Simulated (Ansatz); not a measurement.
Given:

PbI₂:
```
CELL_PARAMETERS angstrom
      4.46951     0.00000     0.00000
     -2.23476     3.87071     0.00000
      0.00000     0.00000     6.78453
ATOMIC_POSITIONS crystal
  Pb 0.00000 0.00000 0.00000
  I  0.33333 0.66667 0.27454
  I  0.66667 0.33333 0.72546
```

This is the LDA-relaxed structure. x, y and z are the axes in which the lattice vectors are written.

Task: All from the program Ansatz at the LDA level (PAW), unless another level is named. Predict the Debye temperature from the elastic constants.

Result: 108 K.

Task: Next, the elastic constants (relaxed ions, GPa)?

Result: C11 = 30.7, C12 = 10.4, C13 = 11.8, C14 = -4.4, C33 = 23.0, C44 = 8.6.

Space group P-3m1 (CdI2 type). The cell was relaxed with LDA under the symmetry of its start. A crystal of weakly bound layers computed without a dispersion correction: the cell and the soft elastic constants depend strongly on that. Scalar-relativistic: spin–orbit coupling is off unless named, which matters more the heavier the elements.

Potentials: the later of the program's two PAW sets.
